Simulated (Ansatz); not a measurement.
ZrGeO₃:
Space group P4mm (No. 99); a = b = 4.0092 Å, c = 4.3665 Å, α = β = γ = 90.00°

```csv
atom,site,symmetry,x,y,z
Zr,1b,4mm,0.5000,0.5000,0.5788
Ge,1a,4mm,0.0000,0.0000,0.1997
O,2c,2mm.,0.0000,0.5000,0.4494
O,1b,4mm,0.5000,0.5000,0.0129
```

Relaxed at zero pressure with r²SCAN (plane waves, PAW; program Ansatz).

Problem. The volume is raised by 6 % and shape and atoms relax at that volume. What pressure results, and how do the axes share the change?

Solution. -4.0 GPa; a 0.1 %, b 0.1 %, c 5.7 %; the energy rises by 13 meV/atom.

Problem. Give the new structure.

Solution. 
Space group P4mm (No. 99); a = b = 4.014 Å, c = 4.617 Å, α = β = γ = 90.00°

```
atom  site  symmetry       x       y       z
----  ----  --------  ------  ------  ------
Zr      1b       4mm  0.5000  0.5000  0.5866
Ge      1a       4mm  0.0000  0.0000  0.2127
O       2c      2mm.  0.0000  0.5000  0.4490
O       1b       4mm  0.5000  0.5000  0.9929
```

The phase is kept; no other phase was compared at this pressure.

The start of the workflow was typed in or built on a structure type; neither database checked (COD, Materials Project) lists it. Its standing as an ambient phase is unchecked. The cell was relaxed with r²SCAN under the symmetry of its start; whether a distortion lowers the energy is not shown. No spin polarisation was allowed.

Potentials: the later of the program's two PAW sets.
